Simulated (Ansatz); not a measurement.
**HfCo₂: pressure against volume**

HfCo₂, Fd-3m, a = 6.770 Å. The structure is a COD entry; whether it is the stable form wasn't checked. Ansatz: PBEsol, PAW, 420 eV, Γ-centred 10×10×10 mesh on 6 atoms, Gaussian smearing 0.10 eV; collinear spin, largest moment 0.2 μB. Symmetry fixes shape and atoms, so the cell is only scaled; pressure is positive in compression.

| V (Å³/atom) | P (GPa) |
| --- | --- |
| 12.154 | 15.35 |
| 12.541 | ? |
| 12.929 | 0.01 |
| 13.317 | -4.83 |
| 13.705 | -9.52 |

Q: Take V0 = 12.929 Å³/atom, count pressures from its P0 = 0.01 GPa, fit the third-order Birch–Murnaghan form to the other rows, and predict the missing pressure.

A: With the Eulerian strain f = ½[(V0/V)^(2/3) − 1] and y = (P − P0)/[3f(1 + 2f)^(5/2)], the form is the line y = B0 + 1.5 B0 (B0′ − 4) f. Rows (f, y): 0.02104, 219.2; -0.00976, 173.7; -0.01906, 183.7. Means f = -0.002593, y = 192.20; Σ(Δf)² = 0.0008810, ΣΔfΔy = 0.9107; the slope is their ratio. y = 194.9 + 1034 f GPa, so B0 = 194.9 GPa and B0′ = 4 + 2 × (1034)/(3 × 194.9) = 7.54. At V = 12.541, f = 0.01026, y = 205.51 and P = 6.67 GPa. The run gave 7.01 GPa, so the fit is 0.34 GPa too low, within twice the rms miss on the fitted rows (0.33 GPa). Note that the largest moment runs from 0.00 to 0.73 μB along the series.

The largest moment runs from 0.00 to 0.73 μB along the series, so B0 and B0′ hold the change of the moment too.

Spin–orbit coupling is left out, which can shift energies with elements as heavy as these.